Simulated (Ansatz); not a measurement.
Sr2FeH6 in space group Fm-3m (No. 225; Sr on 8c, Fe on 4a, H on 24e) under volume change, DFT-LDA in the program Ansatz with PAW potentials, shape and atoms relaxed at each volume.

| V (Å³/atom) | E − E(relaxed) (meV/atom) | P (GPa) |
|---|---|---|
| 9.675 | (withheld) | (withheld) |
| 9.994 | 7.8 | 4.12 |
| 10.313 | 1.8 | 1.90 |
| 10.632 | 0.0 | 0.00 |
| 10.951 | 1.7 | -1.64 |
| 11.270 | (withheld) | (withheld) |
| 11.589 | 13.8 | -4.28 |

Complete the blanks.


- 11.270, E − E(relaxed) (meV/atom): 6.4
- 11.270, P (GPa): -3.06
- 9.675, E − E(relaxed) (meV/atom): 18.5
- 9.675, P (GPa): 6.69

What does a third-order Birch–Murnaghan fit give for V₀, B₀ and B′?

V₀ = 10.63 Å³/atom, B₀ = 58.9 GPa, B′ = 4.0.

The first step of the workflow began from a Materials Project structure, measured or hypothetical; the Crystallography Open Database copy checked does not list it. Whether it is the stable phase at ambient conditions was not checked. Symmetry was held in the LDA relaxation; phonons on a q-mesh show no instability. The run is not spin-polarised.

Potentials: the later of the program's two PAW sets.
